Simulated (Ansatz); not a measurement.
## Co$_{2}$: converged, but where?

We look at Co$_{2}$: a molecule or cluster in a periodic box (not relaxed), with 2 atoms per cell.

Level of theory: DFT, PBE, PAW (an earlier, harder data set), plane waves, scalar-relativistic (Ansatz development build ahead of 0.2.0).

```yaml
crystal:
  lattice:
    - [8.0999919, 0.0, 0.0]
    - [0.0, 8.3999916, 0.0]
    - [0.0, 0.0, 9.5999904]
  atoms:
    - { symbol: Co, position: [0.5, 0.5, 0.3735], spin: 1 }
    - { symbol: Co, position: [0.5, 0.5, 0.6265], spin: -1 }
hamiltonian:
  xc: pbe
  pseudopotentials: { kind: paw }
kpoints:
  mp_grid: { grid: [1, 1, 1], shift: [0, 0, 0] }
magnetization:
  spin_polarized: true
scf:
  occupations: { method: fermi_dirac }
```

Settings in force: cutoff 900 eV, smearing width 0.1 eV; default search for lower states.

The run converged after 62 iterations in all: opposed spins, site moments Co1 1.88, Co2 -1.88 μB, total 0.00 μB per cell.

Site moments are taken inside atomic spheres and don't add up to the total.

Task: Has the SCF ended in the lowest solution? If not, by how much is it too high?

Result: That can't be told from these runs. It is the lowest of 3 states reached by 6 converged runs, and the next lies 0.7 meV/atom higher (opposed spins, site moments Co1 1.89, Co2 -1.89 μB, total 0.00 μB per cell (the moments match the lowest state's, so the two differ in another way, such as which orbitals are filled)). The run first closed 33.9 meV/atom higher, and its search went on from there. That doesn't prove a ground state. States within about 5 meV/atom are too close for this mesh, smearing and search to settle their order. Non-collinear arrangements of the spins weren't tried. No run was started with parallel moments, and none ended so: a high-spin state, which may lie lower, is missing here. No run without spin polarisation was made.
